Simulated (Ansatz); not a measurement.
SiO$_{2}$:
```yaml
crystal:
  lattice:
    - [4.86652, 0.00000, 0.00000]
    - [-2.43326, 4.21453, 0.00000]
    - [0.00000, 0.00000, 5.36572]
  atoms:
    - { symbol: O, position: [0.41117, 0.27598, 0.22107] }
    - { symbol: O, position: [0.72402, 0.13519, 0.55441] }
    - { symbol: O, position: [0.86481, 0.58883, 0.88774] }
    - { symbol: O, position: [0.27598, 0.41117, 0.77893] }
    - { symbol: O, position: [0.13519, 0.72402, 0.44559] }
    - { symbol: O, position: [0.58883, 0.86481, 0.11226] }
    - { symbol: Si, position: [0.46481, 0.00000, 0.33333] }
    - { symbol: Si, position: [0.00000, 0.46481, 0.66667] }
    - { symbol: Si, position: [0.53519, 0.53519, 0.00000] }
```

Relaxed with LDA.

Task: Give the optical modes at the zone centre with their infrared and Raman activity from DFPT, DFT-LDA in the program Ansatz with PAW potentials.

Result: Transverse frequencies, without the LO–TO term; a row sums one degenerate level.

| ω (cm⁻¹) | degeneracy | IR ((D/Å)²/amu) | Raman (Å⁴/amu) | activity | symmetry |
|---|---|---|---|---|---|
| 128 | 2 | 0.01 | 0.81 | Raman | E |
| 224 | 1 | 0.00 | 6.6 | Raman | A1 |
| 255 | 2 | 0.51 | 0.39 | IR+Raman | E |
| 337 | 1 | 0.00 | 1.1 | Raman | A1 |
| 341 | 1 | 4.55 | 0 | IR | A2 |
| 374 | 2 | 6.04 | 0.62 | IR+Raman | E |
| 434 | 2 | 15.66 | 0.71 | IR+Raman | E |
| 457 | 1 | 0.00 | 34 | Raman | A1 |
| 482 | 1 | 8.26 | 0 | IR | A2 |
| 693 | 2 | 1.70 | 1.3 | IR+Raman | E |
| 770 | 1 | 5.02 | 0 | IR | A2 |
| 795 | 2 | 6.98 | 1.4 | IR+Raman | E |
| 1064 | 2 | 81.32 | 1.2 | IR+Raman | E |
| 1074 | 1 | 42.64 | 0 | IR | A2 |
| 1080 | 1 | 0.00 | 1.0 | Raman | A1 |
| 1147 | 2 | 1.79 | 2.7 | IR+Raman | E |

Task: How high does the top mode go among those that the LO–TO term moves?

Result: 1223 cm⁻¹ for q along x, 1223 cm⁻¹ for q along y, 1233 cm⁻¹ for q along z.

Space group P3_121. The cell was relaxed with LDA under the symmetry of its start; phonons on a q-mesh show no instability.

Potentials: the later of the program's two PAW sets.
